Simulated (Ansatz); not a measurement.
SnSe:
Space group Pnma (No. 62); a = 11.3326 Å, b = 4.1173 Å, c = 4.3129 Å, α = β = γ = 90.00°

| atom | site | symmetry | x | y | z |
|---|---|---|---|---|---|
| Sn | 4c | .m. | 0.1177 | 0.7500 | 0.0942 |
| Se | 4c | .m. | 0.1423 | 0.2500 | 0.5242 |

Relaxed with LDA in the plane-wave PAW code Ansatz. Indices refer to the conventional cell of Pnma, a = 11.333 Å, b = 4.117 Å, c = 4.313 Å, α = 90.00°, β = 90.00°, γ = 90.00°.

### Question
Simulate the powder diffraction pattern (Cu Kα, λ = 1.54184 Å; lines above 1 %) up to 2θ = 90°.

### Answer
Simulated powder pattern, Cu Kα, λ = 1.54184 Å (kinematic, ideal powder, no thermal factors, no anomalous dispersion; the 30 strongest lines at most, above 1 %, up to 2θ = 90°):

```json
[
 {"2θ (°)": "25.96", "d (Å)": "3.432", "I/Imax (%)": "14", "hkl": "(201)"},
 {"2θ (°)": "26.76", "d (Å)": "3.331", "I/Imax (%)": "7.2", "hkl": "(210)"},
 {"2θ (°)": "30.00", "d (Å)": "2.978", "I/Imax (%)": "21", "hkl": "(011)"},
 {"2θ (°)": "31.05", "d (Å)": "2.880", "I/Imax (%)": "100", "hkl": "(111)"},
 {"2θ (°)": "31.58", "d (Å)": "2.833", "I/Imax (%)": "52", "hkl": "(400)"},
 {"2θ (°)": "38.49", "d (Å)": "2.339", "I/Imax (%)": "44", "hkl": "(311)"},
 {"2θ (°)": "38.57", "d (Å)": "2.334", "I/Imax (%)": "5.1", "hkl": "(410)"},
 {"2θ (°)": "41.89", "d (Å)": "2.156", "I/Imax (%)": "9.7", "hkl": "(002)"},
 {"2θ (°)": "42.68", "d (Å)": "2.118", "I/Imax (%)": "11", "hkl": "(102)"},
 {"2θ (°)": "43.98", "d (Å)": "2.059", "I/Imax (%)": "23", "hkl": "(020)"},
 {"2θ (°)": "44.12", "d (Å)": "2.053", "I/Imax (%)": "13", "hkl": "(411)"},
 {"2θ (°)": "45.19", "d (Å)": "2.006", "I/Imax (%)": "4.5", "hkl": "(501)"},
 {"2θ (°)": "48.32", "d (Å)": "1.884", "I/Imax (%)": "7.7", "hkl": "(112)"},
 {"2θ (°)": "48.62", "d (Å)": "1.873", "I/Imax (%)": "8.3", "hkl": "(302)"},
 {"2θ (°)": "50.61", "d (Å)": "1.804", "I/Imax (%)": "25", "hkl": "(511)"},
 {"2θ (°)": "53.39", "d (Å)": "1.716", "I/Imax (%)": "8.3", "hkl": "(402)"},
 {"2θ (°)": "55.15", "d (Å)": "1.665", "I/Imax (%)": "21", "hkl": "(420)"},
 {"2θ (°)": "62.36", "d (Å)": "1.489", "I/Imax (%)": "5.9", "hkl": "(022)"},
 {"2θ (°)": "62.96", "d (Å)": "1.476", "I/Imax (%)": "6.7", "hkl": "(122)"},
 {"2θ (°)": "63.71", "d (Å)": "1.461", "I/Imax (%)": "5.8", "hkl": "(512)"},
 {"2θ (°)": "65.64", "d (Å)": "1.422", "I/Imax (%)": "5.5", "hkl": "(711)"},
 {"2θ (°)": "67.63", "d (Å)": "1.385", "I/Imax (%)": "6.0", "hkl": "(322)"},
 {"2θ (°)": "69.22", "d (Å)": "1.357", "I/Imax (%)": "6.7", "hkl": "(013)"},
 {"2θ (°)": "71.59", "d (Å)": "1.318", "I/Imax (%)": "6.8", "hkl": "(422)"},
 {"2θ (°)": "72.79", "d (Å)": "1.299", "I/Imax (%)": "8.3", "hkl": "(131)"},
 {"2θ (°)": "77.19", "d (Å)": "1.236", "I/Imax (%)": "5.5", "hkl": "(331)"},
 {"2θ (°)": "78.07", "d (Å)": "1.224", "I/Imax (%)": "8.9", "hkl": "(413)"},
 {"2θ (°)": "82.69", "d (Å)": "1.167", "I/Imax (%)": "4.7", "hkl": "(820)"},
 {"2θ (°)": "83.32", "d (Å)": "1.160", "I/Imax (%)": "4.6", "hkl": "(911)"},
 {"2θ (°)": "85.78", "d (Å)": "1.133", "I/Imax (%)": "5.5", "hkl": "(531)"}
]
```

The cell was relaxed with LDA under the symmetry of its start. A crystal of weakly bound layers computed without a dispersion correction: the cell and the soft elastic constants depend strongly on that. Spin–orbit coupling is left out wherever it is not named.

Potentials: the earlier of the program's two PAW sets. The files were generated under PBE; for other functionals the program regenerates the frozen cores, and for LDA and PBEsol the local potential too.
